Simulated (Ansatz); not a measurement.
Sheets of one type (MA2Z4 (octahedral core, outer Z over the far inner Z)-type), DFT-PBE in the program Ansatz with PAW potentials; HSE06 gaps on those cells.

```
layer     a (Å)  thickness (Å)
--------  -----  -------------
ZrGe2P4   3.712           9.71
ScAs4Ge2  3.843          10.20
HfAs4Ge2  3.870          10.08
TiAs4Ge2  3.792           9.95
ZrAs4Ge2    [?]            [?]
```

Task: What belongs in the gaps?

Result: 
- ZrAs4Ge2, a (Å): 3.864
- ZrAs4Ge2, thickness (Å): 10.16

Began spin-polarised and lost the moments: ScAs4Ge2, MA2Z4 (octahedral core, outer Z over the far inner Z)-type layer. All cells were relaxed under the symmetry of their starts (and spin orders); stability against distortions was not tested throughout. Rows with no word on spin ran without spin polarisation. Spin–orbit coupling is left out wherever it is not named. Constructed layers (a layer type filled with these elements): ZrGe2P4, MA2Z4 (octahedral core, outer Z over the far inner Z)-type layer; ScAs4Ge2, MA2Z4 (octahedral core, outer Z over the far inner Z)-type layer; HfAs4Ge2, MA2Z4 (octahedral core, outer Z over the far inner Z)-type layer; TiAs4Ge2, MA2Z4 (octahedral core, outer Z over the far inner Z)-type layer; ZrAs4Ge2, MA2Z4 (octahedral core, outer Z over the far inner Z)-type layer.

Potentials: the later of the program's two PAW sets.
